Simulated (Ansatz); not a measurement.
LaOs$_{2}$: relaxation (Ansatz)

input.yaml:

```yaml
crystal:
  lattice:
    - [0.0, 3.839719, 3.839719]
    - [3.839719, 0.0, 3.839719]
    - [3.839719, 3.839719, 0.0]
  atoms:
    - { symbol: La, position: [0.0, 0.0, 0.0] }
    - { symbol: La, position: [0.25, 0.25, 0.25] }
    - { symbol: Os, position: [0.625, 0.625, 0.625] }
    - { symbol: Os, position: [0.125, 0.625, 0.625] }
    - { symbol: Os, position: [0.625, 0.625, 0.125] }
    - { symbol: Os, position: [0.625, 0.125, 0.625] }
  symmetry: { tolerance: 0.0003 }
kpoints:
  mp_grid: { grid: [6, 6, 6], shift: [0, 0, 0] }
magnetization:
  noncollinear: true
  spin_orbit: true
scf:
  occupations: { method: fermi_dirac }
  lower_state_search: "off"
hamiltonian:
  pseudopotentials: { kind: paw_fr }
  xc: pbesol
basis:
  ecutwfc: 420
  fft_grid_basis: typed
relax:
  max_steps: 60
  cell: { p_target: 20.0 }
  f_tol: 0.03
output:
  forces: true
  stress: true
  eigenvalues: true
  bader: true
  populations: true
  elf: true
  write_potential: true
  volumetric_format: npy
  dos:
    e_range: [-12, 8]
    de: 0.05
    projected: { site_lists: { La: [La], Os: [Os] } }
    method: { smearing: { sigma: 0.1, scheme: gaussian } }
checkpoint:
  read: saved_state
```

The command:

```bash
ansatz run input.yaml --threads 2 --pin off --max-ram 2560MiB --backend cpu --events-out ev --progress --plain --runs-dir out
```

Origin of the cell: a database entry, scaled a little.

The smearing width isn't typed, so it takes its default of 0.1 eV.

The saved state is a converged single point of the same cell.

Steps («new basis» is an SCF on plane waves selected anew at the same cell):

```tsv
step	ΔH (meV/atom)	max force component (eV/Å)	P (GPa)	volume (Å³)	SCF iterations	step was
1	0.0	0.000	-0.61	113.22	6	accepted
2	-53.4	0.000	39.07	97.46	7	accepted
3	-110.2	0.000	17.81	104.45	6	accepted
4	-111.2	0.000	19.81	103.68	5	accepted
5	-111.2	0.000	20.00	103.61	4	accepted
6	-110.7	0.000	20.02	103.61	5	new basis
```

Step 1, with forces in eV/Å:

```xyz
6
Lattice="0.000 3.840 3.840 3.840 0.000 3.840 3.840 3.840 0.000" Properties=species:S:1:pos:R:3:forces:R:3 pbc="T T T" step=1
La    0.000    0.000    0.000    0.000    0.000    0.000
La    1.920    1.920    1.920    0.000    0.000    0.000
Os    4.800    4.800    4.800    0.000    0.000    0.000
Os    4.800    2.880    2.880    0.000    0.000    0.000
Os    2.880    2.880    4.800    0.000    0.000    0.000
Os    2.880    4.800    2.880    0.000    0.000    0.000
```

Step 2, with forces in eV/Å:

```xyz
6
Lattice="0.000 3.653 3.653 3.653 0.000 3.653 3.653 3.653 0.000" Properties=species:S:1:pos:R:3:forces:R:3 pbc="T T T" step=2
La    0.000    0.000    0.000    0.000    0.000    0.000
La    1.826    1.826    1.826    0.000    0.000    0.000
Os    4.566    4.566    4.566    0.000    0.000    0.000
Os    4.566    2.739    2.739    0.000    0.000    0.000
Os    2.739    2.739    4.566    0.000    0.000    0.000
Os    2.739    4.566    2.739    0.000    0.000    0.000
```

Step 3, with forces in eV/Å:

```xyz
6
Lattice="0.000 3.738 3.738 3.738 0.000 3.738 3.738 3.738 0.000" Properties=species:S:1:pos:R:3:forces:R:3 pbc="T T T" step=3
La    0.000    0.000    0.000    0.000    0.000    0.000
La    1.869    1.869    1.869    0.000    0.000    0.000
Os    4.672    4.672    4.672    0.000    0.000    0.000
Os    4.672    2.803    2.803    0.000    0.000    0.000
Os    2.803    2.803    4.672    0.000    0.000    0.000
Os    2.803    4.672    2.803    0.000    0.000    0.000
```

Step 4, with forces in eV/Å:

```xyz
6
Lattice="0.000 3.729 3.729 3.729 0.000 3.729 3.729 3.729 0.000" Properties=species:S:1:pos:R:3:forces:R:3 pbc="T T T" step=4
La    0.000    0.000    0.000    0.000    0.000    0.000
La    1.864    1.864    1.864    0.000    0.000    0.000
Os    4.661    4.661    4.661    0.000    0.000    0.000
Os    4.661    2.797    2.797    0.000    0.000    0.000
Os    2.797    2.797    4.661    0.000    0.000    0.000
Os    2.797    4.661    2.797    0.000    0.000    0.000
```

Step 6, with forces in eV/Å:

```xyz
6
Lattice="0.000 3.728 3.728 3.728 0.000 3.728 3.728 3.728 0.000" Properties=species:S:1:pos:R:3:forces:R:3 pbc="T T T" step=6
La    0.000    0.000    0.000    0.000    0.000    0.000
La    1.864    1.864    1.864    0.000    0.000    0.000
Os    4.660    4.660    4.660    0.000    0.000    0.000
Os    4.660    2.796    2.796    0.000    0.000    0.000
Os    2.796    2.796    4.660    0.000    0.000    0.000
Os    2.796    4.660    2.796    0.000    0.000    0.000
```

```yaml
Enthalpy_lowered_by: 110.7 meV/atom
Volume_change: -8.49 %
Final_pressure: 20.02 GPa
Relaxation_steps_listed: 6
```

Caveats: no moments, though an odd count or open d shells may carry them; the relaxation held the start's symmetry, so the end may be a saddle point.

Time: 3.2 min on 2 threads of Arm Neoverse V1, with other jobs on the host, peak memory 1 GiB, from a saved density.
